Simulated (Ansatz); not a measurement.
**Cu₃Pd: strain energy, fitted**

Cu₃Pd, Pm-3m, a = 3.654 Å. The structure is a COD entry; whether it is the stable form wasn't checked. Ansatz: PBEsol, PAW, 420 eV, Γ-centred 14×14×14 mesh on 4 atoms, Gaussian smearing 0.10 eV; no spin polarisation. Series: equal strain along all axes, cell held, atoms fixed by symmetry; x is the strain in per cent. y is the free energy over the unstrained cell, V0 = 12.195 Å³/atom.

```
x (%) y (meV/atom)
 -6.0        283.70
 -4.0        115.93
 -2.0             ?
  0.0          0.00
  2.0         22.15
  4.0         82.28
  6.0        171.49
```

Q: Fit y = c2 x² + c3 x³ to the other rows, turn c2 into a modulus, and predict the missing energy.

A: Least squares on the rows shown. y = 6.2997 x² − 0.26008 x³. In eV per unit strain² c2 is 63.00; the stiffness is B for this strain (E = 9/2 B V0 ε², shape held): 2 × 63.00 × 160.2 / (9 × 12.195) = 184 GPa. At x = -2.0 the fit asked for gives 27.28 meV/atom. The run gave 26.81 meV/atom, so the fit is 0.47 meV/atom too high, within the rms miss on the fitted rows (1.27 meV/atom).